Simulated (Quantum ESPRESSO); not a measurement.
## Kohn-Sham bands of InSe (R3m)

```
CELL_PARAMETERS angstrom
     -2.02335     3.50454     0.00000
     -4.04669     0.00000     0.00000
     -2.02335     1.16818     8.60852
ATOMIC_POSITIONS crystal
  In 0.11035 0.11035 0.66895
  In 0.00183 0.00183 0.99451
  Se 0.61971 0.61971 0.14086
  Se 0.82581 0.82581 0.52258
```

Materials Project entry mp-22691; symmetrised, unrelaxed at this level. COD (Crystallography Open Database) has the formula in 2 space groups, this one among them (matched by group alone). Method: PBEsol plane waves in Quantum ESPRESSO 7.5 (PseudoDojo norm-conserving files, 69 Ry, no spin polarisation, no spin-orbit coupling), Bloch states on a 6×6×6 mesh through Γ, Wannier90 4.0.1. Density: 10×10×10 mesh, Gaussian smearing 0.01 Ry. The cell is built of weakly bound layers, chains or molecules, whose nearest atoms lie 4.03 Å apart. Database cells relaxed without dispersion often hold them too far apart, which can enlarge gaps and weakens couplings between them; spacing and stacking were not compared with the measured crystal. Spin-orbit coupling is left out although heavy elements are present.

List the Kohn-Sham levels between −8 and 3.3 eV relative to the valence-band maximum at the high-symmetry points, as a band run of pw.x on that density gives them (levels within 2 meV counted together).


```csv
point,k (reciprocal lattice),levels (eV)
Γ,0.000 0.000 0.000,"-6.15, -3.39, -1.35, -1.24 (×2), -1.20 (×2), 1.45, 1.95"
T,0.000 0.000 -0.500,"-5.90, -4.09, -1.31 (×2), -1.13 (×2), 0.00, 0.33, 1.99"
H_2,0.642 0.321 -0.179,"-6.17, -5.41, -3.87, -3.54, -2.42, -2.10, -1.71, 1.80, 2.43"
H_0,0.679 0.358 0.179,"-6.17, -5.41, -3.87, -3.54, -2.42, -2.10, -1.71, 1.80, 2.43"
L,0.500 0.000 0.000,"-6.34, -5.54, -3.32, -2.23, -2.22, -2.21, -1.61, 1.24, 1.87"
S_0,0.679 0.339 0.339,"-6.17, -5.41, -3.87, -3.55, -2.45, -2.08, -1.68, 1.83, 2.37"
S_2,0.661 0.339 0.000,"-6.17, -5.41, -3.87, -3.55, -2.45, -2.08, -1.68, 1.83, 2.37"
F,0.500 0.500 0.000,"-6.30, -5.62, -3.13, -2.46, -2.40, -2.02, -1.46, 1.23, 1.88, 3.33"
```
